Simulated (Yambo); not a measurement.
WO$_{3}$ (ReO3 type, space group Pm-3m, No. 221), G0W0@LDA (Yambo, plasmon pole, terminator in G, 4×4×4 mesh): gap R → Γ in eV by bands and screening block.

| bands (W and G) | 2 Ry | 4 Ry | 6 Ry | 8 Ry | 10 Ry |
|---|---|---|---|---|---|
| 32 | ___ | 1.87 | 1.85 | 1.86 | 1.85 |
| 47 | 2.03 | 1.74 | 1.72 | 1.74 | 1.73 |
| 70 | 1.95 | ___ | 1.63 | 1.66 | 1.66 |
| 99 | 1.92 | 1.60 | 1.58 | 1.62 | 1.62 |
| 129 | 1.91 | 1.57 | ___ | 1.59 | 1.59 |

Q: Estimate the withheld gaps from their neighbours; the computed values follow.

A: 
- 32, 2 Ry: 2.16
- 70, 4 Ry: 1.65
- 129, 6 Ry: 1.55

The largest settings aren't shown to be the converged limit.

Spin-orbit coupling is not included.

Geometry relaxed with LDA; primitive cell a = b = c = 3.7688 Å, α = β = γ = 90.00°.

The structure is a Materials Project entry; no match was found in the copy of COD used, and its stability was not checked.
